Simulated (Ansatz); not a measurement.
Theory: DFT PBE, scalar-relativistic, plane waves, PAW in Ansatz 0.2.0. Settings: cutoff 420 eV, Γ-centred meshes spaced at most about 0.3 Å⁻¹, and about 0.25 Å⁻¹ or finer for metals (2π included), Gaussian smearing. Collinear spin in cells that started with moments and kept them past the coarse steps, no spin elsewhere.

These are static total energies at zero pressure.

Two forms of TiClF were relaxed alike.

1. (site moments Ti 1.4 μB)

```xyz
3
Lattice="4.1445 0.0000 0.0000 -2.0722 3.5892 0.0000 0.0000 0.0000 3.2340" Properties=species:S:1:pos:R:3 pbc="T T T"
Ti    0.0000    2.3928    1.6170
Cl    0.0000    0.0000    1.6170
F     2.0722    1.1964    0.0000
```

2. (site moments Ti 1.4 μB)

```xyz
3
Lattice="3.6735 0.0000 0.0000 -1.8367 3.1813 0.0000 0.0000 0.0000 4.1040" Properties=species:S:1:pos:R:3 pbc="T T T"
Ti    0.0000    2.1209    2.0520
Cl    0.0000    0.0000    0.0000
F     1.8367    1.0604    2.0520
```

Question: Which form is favoured at zero pressure, and by what margin per atom?

Answer: Cell 2 is lower, by 0.40 eV/atom. Cell 1 has space group P-6m2 (No. 187), 16.0 Å³/atom and no gap on its mesh; cell 2 has space group P-6m2 (No. 187), 16.0 Å³/atom and no gap. Counting Cl or F atoms around Ti (for each partner element, those within 1.25 times its shortest distance or 1.15 times the sum of covalent radii, where it is the nearest in units of that sum or under 1.3; a plus sign parts groups by distance over the sum of covalent radii), cell 1 has Ti 3 and cell 2 has Ti 3+6. Both come from invented guesses. A third cell relaxed alike, in P6_3mc, lies 0.42 eV/atom below the lower of the two.

In such compounds of Ti a zero gap at this level may well be an artefact, since no Hubbard U is applied. The magnetic state reached may not be the lowest. Cells relaxed within their symmetry can be saddle points. Some structure types and database cells were kept out of the candidates from the start, so a known form may be missing.
